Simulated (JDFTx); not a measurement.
An input for a modified build of JDFTx (Ir(111), linear PCM (GLSSA13), water, 1 M KCl; bohr, hartree) and the course of its log:

```
lattice \
  5.1497683269 2.5748841634 0.0000000000 \
  0.0000000000 4.4598301880 0.0000000000 \
  0.0000000000 0.0000000000 42.8967830290
coords-type Lattice
ion Ir 0.0000000000 0.0000000000 -0.1470308940 0
ion Ir 0.3333333333 0.3333333333 -0.0490102980 0
ion Ir 0.6666666667 0.6666666667 0.0490102980 0
ion Ir 0.0000000000 0.0000000000 0.1470308940 0
ion-species pseudo/ir_pbe_v1.2.upf
elec-cutoff 20 100
elec-ex-corr gga-PBE
coulomb-interaction Slab 001
coulomb-truncation-embed 0 0 0
kpoint-folding 3 3 1
elec-smearing Fermi 0.01
elec-n-bands 41
target-mu -0.177867
electronic-scf nIterations 100 energyDiffThreshold 1e-07
fluid LinearPCM
pcm-variant GLSSA13
fluid-solvent H2O
fluid-cation K+ 1
fluid-anion Cl- 1
fluid-minimize nIterations 400 knormThreshold 1e-11
wavefunction read f0.wfns
elec-initial-eigenvals f0.eigenvals
elec-initial-fillings read f0.fillings
fluid-initial-state f0.fluidState
dump-name f0_u0.$VAR
dump End State Ecomponents EigStats BandEigs Forces ElecDensity IonicPositions Fillings Kpoints Dtot FluidDebug BoundCharge FluidDensity
```

```
[one cycle in 5 is shown, and the last three; fluid-solver lines are left out]
	FillingsUpdate:  mu: -0.177867000  nElectrons: 63.813238
SCF: Cycle:  0   G: -285.876224091368158   dG: +9.195e+00   |Residual|: 3.515e-01   |deigs|: 3.304e-08
	FillingsUpdate:  mu: -0.177867000  nElectrons: 60.106008
SCF: Cycle:  5   G: -295.070204731550803   dG: -1.495e-02   |Residual|: 2.721e-02   |deigs|: 1.247e-03
	FillingsUpdate:  mu: -0.177867000  nElectrons: 60.104882
SCF: Cycle: 10   G: -295.070460038195449   dG: -2.838e-03   |Residual|: 5.678e-03   |deigs|: 8.233e-04
	FillingsUpdate:  mu: -0.177867000  nElectrons: 60.061483
SCF: Cycle: 15   G: -295.071890251557136   dG: -6.016e-04   |Residual|: 5.198e-04   |deigs|: 9.598e-04
	FillingsUpdate:  mu: -0.177867000  nElectrons: 60.057495
SCF: Cycle: 20   G: -295.071897353949339   dG: -1.269e-06   |Residual|: 7.032e-05   |deigs|: 2.884e-04
	FillingsUpdate:  mu: -0.177867000  nElectrons: 60.058361
SCF: Cycle: 25   G: -295.071897470250576   dG: +3.152e-08   |Residual|: 5.884e-05   |deigs|: 1.116e-05
	FillingsUpdate:  mu: -0.177867000  nElectrons: 60.059938
SCF: Cycle: 30   G: -295.071894529355404   dG: +3.045e-06   |Residual|: 1.901e-04   |deigs|: 1.053e-05
	FillingsUpdate:  mu: -0.177867000  nElectrons: 60.056799
SCF: Cycle: 35   G: -295.071896169296110   dG: +1.289e-06   |Residual|: 1.506e-04   |deigs|: 7.644e-06
	FillingsUpdate:  mu: -0.177867000  nElectrons: 60.061693
SCF: Cycle: 40   G: -295.071888501017384   dG: +9.070e-06   |Residual|: 3.466e-04   |deigs|: 1.808e-05
	FillingsUpdate:  mu: -0.177867000  nElectrons: 60.057727
SCF: Cycle: 45   G: -295.071897535077937   dG: -1.024e-09   |Residual|: 2.433e-05   |deigs|: 8.471e-07
	FillingsUpdate:  mu: -0.177867000  nElectrons: 60.057515
SCF: Cycle: 50   G: -295.071897481217889   dG: +3.771e-08   |Residual|: 4.177e-05   |deigs|: 1.551e-06
	FillingsUpdate:  mu: -0.177867000  nElectrons: 60.057656
SCF: Cycle: 55   G: -295.071897459852323   dG: -4.928e-08   |Residual|: 5.323e-05   |deigs|: 2.170e-06
	FillingsUpdate:  mu: -0.177867000  nElectrons: 60.057696
SCF: Cycle: 60   G: -295.071897503236869   dG: +2.713e-08   |Residual|: 3.779e-05   |deigs|: 1.213e-06
	FillingsUpdate:  mu: -0.177867000  nElectrons: 60.056961
SCF: Cycle: 65   G: -295.071897032666698   dG: +3.260e-07   |Residual|: 9.466e-05   |deigs|: 3.517e-06
	FillingsUpdate:  mu: -0.177867000  nElectrons: 60.057386
SCF: Cycle: 70   G: -295.071897290213485   dG: -2.235e-07   |Residual|: 6.466e-05   |deigs|: 3.040e-06
	FillingsUpdate:  mu: -0.177867000  nElectrons: 60.057930
SCF: Cycle: 75   G: -295.071897558455305   dG: -1.394e-08   |Residual|: 2.531e-05   |deigs|: 6.350e-07
	FillingsUpdate:  mu: -0.177867000  nElectrons: 60.057275
SCF: Cycle: 80   G: -295.071897311853832   dG: +2.247e-07   |Residual|: 6.068e-05   |deigs|: 2.541e-06
	FillingsUpdate:  mu: -0.177867000  nElectrons: 60.057907
SCF: Cycle: 85   G: -295.071897551271661   dG: -3.223e-07   |Residual|: 3.221e-05   |deigs|: 3.360e-06
	FillingsUpdate:  mu: -0.177867000  nElectrons: 60.054747
SCF: Cycle: 90   G: -295.071890041568508   dG: +7.494e-06   |Residual|: 2.974e-04   |deigs|: 1.608e-05
	FillingsUpdate:  mu: -0.177867000  nElectrons: 60.058287
SCF: Cycle: 95   G: -295.071897481370570   dG: -4.243e-06   |Residual|: 4.019e-05   |deigs|: 1.052e-05
	FillingsUpdate:  mu: -0.177867000  nElectrons: 60.058363
SCF: Cycle: 97   G: -295.071897456987301   dG: -2.893e-07   |Residual|: 5.493e-05   |deigs|: 3.077e-06
	FillingsUpdate:  mu: -0.177867000  nElectrons: 60.058611
SCF: Cycle: 98   G: -295.071897241443935   dG: +2.155e-07   |Residual|: 6.581e-05   |deigs|: 1.869e-06
	FillingsUpdate:  mu: -0.177867000  nElectrons: 60.058716
SCF: Cycle: 99   G: -295.071897075527886   dG: +1.659e-07   |Residual|: 7.619e-05   |deigs|: 1.313e-06
SCF: None of the convergence criteria satisfied after 100 iterations.
IonicMinimize: Iter:   0  G: -295.071897075527886  |grad|_K:  0.000e+00
IonicMinimize: Converged (|grad|_K<1.000000e-04).
```

This run gave no converged result. The loop ran out of cycles short of its threshold. It has stalled and not diverged: the last ten energies span 8e-06 Ha, so the total is near its end, but levels, forces and the electron count aren't shown converged.
